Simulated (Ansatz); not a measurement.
Calculation: PBE (plane waves to 420 eV, PAW, scalar-relativistic; Ansatz, a first-principles code). Harmonic phonons (DFPT) of each relaxed crystal were computed at Γ and up to three half-step zone-boundary points.

**Question.** Exactly one of them has no imaginary mode there. Which?
A) HfO$_{2}$ (fluorite), a = b = c = 5.098 Å, α = β = γ = 90.00°
B) CsPbCl$_{3}$ (cubic perovskite), a = b = c = 5.736 Å, α = β = γ = 90.00°
C) GaN (zinc blende), a = b = c = 4.549 Å, α = β = γ = 90.00°

**Answer.** C, GaN (zinc blende), a = b = c = 4.549 Å, α = β = γ = 90.00°. Lowest modes: HfO2 230i cm⁻¹ at X = (0.5, 0.5, 0.0); CsPbCl3 44i cm⁻¹ at R = (0.5, 0.5, 0.5); GaN 134 cm⁻¹ at L = (0.5, 0.0, 0.0)

All were relaxed with their symmetry unable to fall. HfO2 is run without spin polarisation. Spin-orbit coupling is left out. The PAW data are Ansatz's earlier set. This is a high-temperature form of CsPbCl3. This is a high-temperature form of HfO2.
